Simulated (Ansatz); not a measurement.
# AlRh: short molecular dynamics at 1200 K

Theory: DFT PBEsol, scalar-relativistic, plane waves, PAW (Ansatz 0.2.0). The runs took a 420 eV cutoff, a shifted (0.5, 0.5, 0.5 steps) 2×2×2 mesh and Fermi–Dirac smearing (0.1 eV). The mesh is coarse. No spin polarisation.

16 atoms, starting at 1.04 times the perfect crystal's volume (space group Pm-3m, the cell as given, not relaxed at this level); constant energy, velocities drawn at 1200 K, fixed cell; 58 steps of 6 fs. The run is short and not equilibrated. The crystal has no gap, and so coarse a mesh can leave errors of tens of meV/atom and of a GPa or more. The time step is on the long side.

First frame:

```xyz
16
Lattice="0.0000 0.0000 -6.0330 0.0000 -6.0330 0.0000 -6.0330 0.0000 0.0000" Properties=species:S:1:pos:R:3 pbc="T T T"
Al   -3.0165   -3.0165   -3.0165
Al   -3.0165   -3.0165    0.0000
Al   -3.0165    0.0000   -3.0165
Al   -3.0165    0.0000    0.0000
Al    0.0000   -3.0165   -3.0165
Al    0.0000   -3.0165    0.0000
Al    0.0000    0.0000   -3.0165
Al    0.0000    0.0000    0.0000
Rh   -1.5083   -1.5083   -1.5083
Rh   -1.5083   -1.5083   -4.5248
Rh   -1.5083   -4.5248   -1.5083
Rh   -1.5083   -4.5248   -4.5248
Rh   -4.5248   -1.5083   -1.5083
Rh   -4.5248   -1.5083   -4.5248
Rh   -4.5248   -4.5248   -1.5083
Rh   -4.5248   -4.5248   -4.5248
```

| Property | Result |
| --- | --- |
| Mean temperature over the second half | 606 K |
| Mean pressure over the second half (kinetic part included) | -6.1 GPa |
| Mean potential energy above the perfect crystal (as given, at volume ratio 1; besides heat the difference comes from the volume, 4 % larger, and the crystal's own pressure of -2.6 GPa; the free energy holds the electrons' entropy) | 95 meV/atom |
| Drift of the conserved energy over the run | 1.8 meV/atom |
| Mean-square drift of Al from first to last step (mean shift of all atoms removed) | 0.03 Å² |
| Mean-square drift of Rh from first to last step (mean shift of all atoms removed) | 0.01 Å² |

Pair distribution functions g(r), second half of the run, up to half the cell's height:

```tsv
r (Å)	Al-Al	Al-Rh	Rh-Rh
2.25	0.0	0.0	0.0
2.35	0.0	0.7	0.0
2.45	0.0	4.0	0.0
2.55	0.0	8.2	0.0
2.65	0.0	7.1	0.0
2.75	0.8	4.5	0.0
2.85	1.6	1.0	0.5
2.95	4.1	0.2	5.3
```

Along the run (potential energy from its first value; pressure with the kinetic part):

```
t (fs) T (K)  ΔE_pot (meV/atom) P (GPa)
   0.0   1200                0.0     -8.7
  12.0    841               44.8     -7.2
  24.0    332              108.0     -5.0
  36.0    343              105.8     -5.0
  48.0    560               78.8     -6.1
  60.0    592               75.2     -6.3
  72.0    521               84.1     -5.8
  84.0    546               81.2     -5.8
  96.0    690               63.3     -6.4
 108.0    725               58.8     -6.6
 120.0    609               73.7     -6.2
 132.0    646               69.1     -6.4
 144.0    794               50.1     -7.0
 156.0    651               67.9     -6.5
 168.0    380              101.8     -5.4
 180.0    410               97.6     -5.2
 192.0    591               75.2     -5.8
 204.0    683               64.1     -6.4
 216.0    684               64.2     -6.5
 228.0    650               68.4     -6.2
 240.0    632               70.6     -6.1
 252.0    658               67.3     -6.3
 264.0    641               69.4     -6.4
 276.0    564               78.7     -6.1
 288.0    459               91.6     -5.5
 300.0    440               94.2     -5.3
 312.0    607               73.6     -6.1
 324.0    790               50.9     -6.9
 336.0    762               54.4     -6.8
 348.0    572               77.9     -6.0
```